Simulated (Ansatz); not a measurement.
# Ga4As3N (ordering on wurtzite): the band gap by level of theory

All numbers come from the PAW code Ansatz. These are computed values for a non-magnetic cell that may be hypothetical; none is a measurement.

An ordered 8-atom cell of Ga4As3N on the wurtzite lattice (Pm), relaxed with r2SCAN. Space group Pm (No. 6), monoclinic; a = 6.227 Å, b = 3.799 Å, c = 6.592 Å, β = 90.4° in the conventional setting, 19.49 Å³ an atom. Around N lie 4 Ga at 1.98–2.18 Å; around As lie 4 Ga at 2.41–2.54 Å; around As lie 4 Ga at 2.37–2.49 Å; around As lie 4 Ga at 2.37–2.43 Å; around Ga lie 1 N at 1.98 Å and 3 As at 2.41–2.42 Å; around Ga lie 4 As at 2.37–2.41 Å; around Ga lie 2 N at 2.18 Å and 2 As at 2.49–2.54 Å; around Ga lie 1 N at 2.00 Å and 3 As at 2.43–2.45 Å.

```yaml
crystal:
  lattice:
    - [6.22735, 0.00000, -0.02063]
    - [0.00000, 3.79905, 0.00000]
    - [-0.02195, 0.00000, 6.59178]
  atoms:
    - { symbol: N, position: [0.99676, 0.00000, 0.33517] }
    - { symbol: As, position: [0.00530, 0.50000, 0.83498] }
    - { symbol: As, position: [0.49353, 0.50000, 0.18317] }
    - { symbol: As, position: [0.50739, 0.00000, 0.65049] }
    - { symbol: Ga, position: [0.31449, 0.00000, 0.33306] }
    - { symbol: Ga, position: [0.39297, 0.50000, 0.83519] }
    - { symbol: Ga, position: [0.89336, 0.50000, 0.20528] }
    - { symbol: Ga, position: [0.89621, 0.00000, 0.62266] }
```

Gaps on the r2SCAN cell, each the least over its mesh and the special points:
```json
{"level": "PBE", "k mesh": "4×6×4", "gap (eV)": "none (overlap 0.16)", "kind": "–", "edges": "–", "least direct gap (eV)": "–"}
{"level": "PBE+SOC", "k mesh": "4×6×4", "gap (eV)": "none (overlap 0.16)", "kind": "–", "edges": "–", "least direct gap (eV)": "–"}
{"level": "r2SCAN", "k mesh": "4×6×4", "gap (eV)": "none (overlap 0.05)", "kind": "–", "edges": "–", "least direct gap (eV)": "–"}
```
All runs use a smearing of 0.02 eV.
Wave cutoffs: 420 eV, 500 eV (r2SCAN).
Points off the special ones are mesh points or PBE's searched band edges, reused at the other levels. Set aside, since their points miss a band edge that the other levels read or their mesh is too coarse: HSE06.

With r2SCAN the bands overlap by 0.05 eV (counted from 1, band 51 peaks at B–Γ (0.50 of the way from B) and band 52 bottoms out at Γ–Z (0.20 of the way from Γ)): no gap. PBE+SOC gives no gap: the lowest nominally empty band dips 0.16 eV below the top of the last filled one (its bottom at Γ–Z (0.20 of the way from Γ), the top at B–Γ (0.50 of the way from B)), so the cell is a metal or semimetal at this level.

No level opens a gap, but no hybrid is among them, and semilocal functionals can close a real gap.

Only the levels marked +SOC include spin-orbit coupling.
